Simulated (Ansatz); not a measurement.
YZnCuP$_{2}$:
```yaml
crystal:
  lattice:
    - [3.95518, 0.00000, 0.00000]
    - [-1.97759, 3.42529, 0.00000]
    - [0.00000, 0.00000, 6.53554]
  atoms:
    - { symbol: Y, position: [0.33333, 0.66667, 0.98441] }
    - { symbol: Zn, position: [0.00000, 0.00000, 0.37656] }
    - { symbol: Cu, position: [0.66667, 0.33333, 0.63972] }
    - { symbol: P, position: [0.66667, 0.33333, 0.25659] }
    - { symbol: P, position: [0.00000, 0.00000, 0.74272] }
```

Relaxed with r²SCAN. Independent-particle spectrum: no excitons, no local fields, no scissors shift; 0.1 eV broadening; ε₁ of the summed bands alone.

Q: Tabulate the dielectric function from the program Ansatz at the r²SCAN level (PAW).

A: 

```csv
E (eV),ε₁ xx,ε₂ xx,ε₁ zz,ε₂ zz
0.0,15.47,0.00,16.81,0.00
0.4,15.84,0.00,17.30,0.00
0.8,17.24,0.00,19.32,0.00
1.2,21.27,0.67,25.06,4.08
1.6,24.53,14.16,25.52,22.04
2.0,13.75,17.98,9.49,16.91
2.4,6.55,11.19,8.15,12.69
2.8,11.27,9.71,9.53,13.38
3.2,12.26,17.77,5.04,13.50
3.6,2.14,14.80,3.67,11.44
4.0,3.71,11.42,4.71,10.22
4.4,2.19,12.53,3.83,11.60
4.8,0.22,11.41,2.31,12.71
5.2,-0.49,10.26,-0.01,11.61
5.6,-0.33,9.71,-1.14,10.12
6.0,-1.08,8.02,-1.15,9.02
6.4,-1.52,7.54,-2.23,8.73
6.8,-1.99,7.91,-3.68,7.64
7.2,-2.96,6.01,-3.72,5.61
7.6,-2.25,5.32,-3.38,5.30
8.0,-2.79,4.95,-3.21,3.94
8.4,-2.79,4.01,-2.80,3.65
8.8,-2.48,3.44,-2.77,2.69
9.2,-2.45,3.26,-2.10,2.48
9.6,-2.38,2.56,-1.93,2.25
10.0,-2.07,2.18,-1.78,2.24
10.4,-1.77,1.88,-1.57,1.91
10.8,-1.54,1.73,-1.39,1.69
11.2,-1.39,1.53,-1.25,1.55
11.6,-1.14,1.56,-1.05,1.56
12.0,-1.13,1.55,-1.02,1.55
```

Q: From ε at 1.9 eV (xx: 16.22 + 17.69i), find n, k, the normal reflectivity and the absorption coefficient.

A: n = 4.48, k = 1.972, R = 47 %, α = 2kE/ħc = 380000 cm⁻¹.

With all bands, ε∞ without local fields is 15.6 (xx = yy), 16.9 (zz).

Space group P3m1. The first step of the workflow began from a Materials Project structure, measured or hypothetical; the Crystallography Open Database copy checked does not list it. Whether it is the stable phase at ambient conditions was not checked. Symmetry was held in the r²SCAN relaxation; whether a distortion lowers the energy is not shown. The run is not spin-polarised. Spin–orbit coupling is left out wherever it is not named.

Potentials: the later of the program's two PAW sets.
